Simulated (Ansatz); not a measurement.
This log comes from Ansatz, run on an ordered 8-atom cell of Ga4As3N on the zincblende lattice (P-43m). Cell and atoms come from a relaxation with r2SCAN.

Structure:
```
CELL_PARAMETERS angstrom
5.37482 0.00000 0.00000
0.00000 5.37482 0.00000
0.00000 0.00000 5.37482
ATOMIC_POSITIONS crystal
N 0.00000 0.00000 0.00000
Ga 0.77754 0.77754 0.77754
As 0.50000 0.50000 0.00000
Ga 0.22246 0.22246 0.77754
As 0.50000 0.00000 0.50000
Ga 0.22246 0.77754 0.22246
As 0.00000 0.50000 0.50000
Ga 0.77754 0.22246 0.22246
```

Main lines of the log:
```
scf.n_extra_bands = 6 over 51 filled bands (N_el = 102.0): the run solves 57 bands
Functional definition: PBE
Crystal: 8 atoms, lattice volume = 155.271 Å³
Basis set: ecut = 420 eV, 2969 PW (Γ)
Symmetry: 24 space group operations
Space group: P-43m (ITA 215)
k-points: 20 of 216 (time reversal used)
preconditioner: auto → Resta (q_TF=auto, 2.544 Å⁻¹)  ε∞=4.4  [σ=0.020 eV  ℏωp=25.3 eV]
SCF 1 converged in 7 iterations: F = -30085.827882 eV  dr2 = 7.58e-8
Free energy (F): -30085.827882 eV
Internal energy: -30085.826842 eV  (E = F + TS)
E sigma→0 (E₀):  -30085.827362 eV
Entropy (-TS):   -0.001040 eV (-0.130 meV/atom)
Fermi energy:    8.840497 eV
--- Per-component energies (eV) ---
  E_band       = -919.393598
  E_kinetic    = 902.773571
  E_local      = -13471.647431
  E_nonlocal   = -263.515047
  E_hartree    = 6716.951873
  E_xc         = -573.706453
  E_vxc        = -545.911214
  E_paw        = -13592.291331
  E_vpaw       = -974.997363
  E_ewald      = -9804.391655
  E_smearing   = -0.001040
--- Forces (eV/Å), atoms counted from 1 ---
  atom   1  N       0.00000      0.00000      0.00000
  atom   2  Ga      0.02673      0.02673      0.02673
  atom   3  As      0.00000      0.00000      0.00000
  atom   4  Ga    -0.02673    -0.02673      0.02673
  atom   5  As      0.00000      0.00000      0.00000
  atom   6  Ga    -0.02673      0.02673    -0.02673
  atom   7  As      0.00000      0.00000      0.00000
  atom   8  Ga      0.02673    -0.02673    -0.02673
--- Stress (GPa, compression-positive) ---
        3.254537       0.000000       0.000000
        0.000000       3.254537       0.000000
        0.000000       0.000000       3.254537
  P = ⅓ Tr σ = 3.2545 GPa (32.545 kbar)
--- Band table (eV; the first three rows and the last of 20) ---
  k-point 0: bands = […, 6.2374, 6.2374, 6.2374, 8.4371, 8.9095, 8.9095, 8.9095, 10.0022, 10.0022, 10.9047, …]
  k-point 1: bands = […, 5.9127, 6.1987, 6.1987, 7.6446, 8.6185, 8.6185, 9.4877, 10.2563, 10.6866, 11.0674, …]
  k-point 2: bands = […, 5.4118, 6.3157, 6.3157, 6.5524, 8.0730, 8.0730, 10.3094, 10.7723, 11.4690, 12.1857, …]
  k-point 19: bands = […, 6.2961, 8.0070, 8.0070, 8.0070, 8.2862, 8.6965, 8.6965, 10.8212, 10.8212, 10.8212, …]
```

Problem. Which of these blocks stood in the input: relax, gw, phonons, dielectric, magnetization (spin_orbit)?

Solution. None of them. A single point prints forces and stress when the output block asks for them.

Problem. Which k mesh was typed?

Solution. 6×6×6, Γ-centred.

Problem. How were the bands filled?

Solution. With smearing of width σ = 0.02 eV (Fermi-Dirac in this run).

With PBE the bands overlap by 0.32 eV (counted from 1, band 51 peaks at Γ and band 52 bottoms out at Γ–R (0.90 of the way from Γ)): no gap.

Run as `ansatz run input.yaml --threads 4 --pin off --max-ram 6451MiB --backend cpu --events-out ev --progress --plain --runs-dir out`. It took 13 s on 4 threads of AMD EPYC 7B13 (Zen 3) (shared host); peak host memory 0.73 GiB.

These are computed values for a spin-unpolarised cell that may be hypothetical; none is a measurement.

The runs are scalar-relativistic, without spin-orbit coupling.

Where bands overlap the cell is a metal at that level, and these k meshes limit energies, forces and stress. Overlaps of a few tenths of an eV in semilocal functionals can be an artefact that a hybrid or GW lifts.
